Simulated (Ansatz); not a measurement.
# NbSb in the wurtzite structure

Level of theory: DFT, PBEsol, scalar-relativistic, no spin polarisation; plane waves to 420 eV with PAW datasets (Ansatz 0.2.0), 10×10×6 k-mesh, Gaussian smearing of 0.05 eV. The datasets are Ansatz's generated set soft_2.

```
CELL_PARAMETERS angstrom
3.13325 0.00000 0.00000
-1.56663 2.71348 0.00000
0.00000 0.00000 10.05476
ATOMIC_POSITIONS crystal
Nb 0.66667 0.33333 0.95114
Nb 0.33333 0.66667 0.45114
Sb 0.66667 0.33333 0.67406
Sb 0.33333 0.66667 0.17406
```

The structure was built from a prototype; whether the compound forms in it isn't claimed.

The cell above was scaled in volume, and shape and atoms were relaxed at each volume within its symmetry. Energies are counted from the cell above.

The cell is relaxed to zero pressure at this level.

| V (Å³/atom) | ΔE (meV/atom) | P (GPa) |
| --- | --- | --- |
| 20.52 | 13.4 | 5.2 |
| 20.94 | 3.2 | 2.5 |
| 21.37 | 0.0 | 0.0 |
| 21.80 | ? | ? |
| 22.23 | 11.4 | -4.1 |

Question: Fill in the withheld row.

Answer: ΔE (meV/atom): 3.0, P (GPa): -2.2.

Question: What do the points give for the equilibrium volume, the bulk modulus and its pressure derivative (third-order Birch–Murnaghan)?

Answer: V0 = 21.37 Å³/atom, B0 = 116 GPa, B0′ isn't fixed: the energies give 4.9, and a fit of the pressures differs by over 0.35.

B0·V0 = 115.6 GPa × 21.37 Å³ = 15.42 eV/atom sets the scale: near the minimum ΔE ≈ ½ B0 V0 x², with x = V/V0 − 1, and a pressure of 1.2 GPa squeezes the volume by about 1 %. At the ends of the curve: x = −4.0 % predicts 12.4 meV/atom and the run gives 13.4; x = +4.0 % predicts 12.3 meV/atom and the run gives 11.4. The curve is steeper than the parabola on the compressed side and flatter on the expanded side: the bulk modulus rises with pressure.

These numbers lack spin–orbit coupling. The run is a metal.
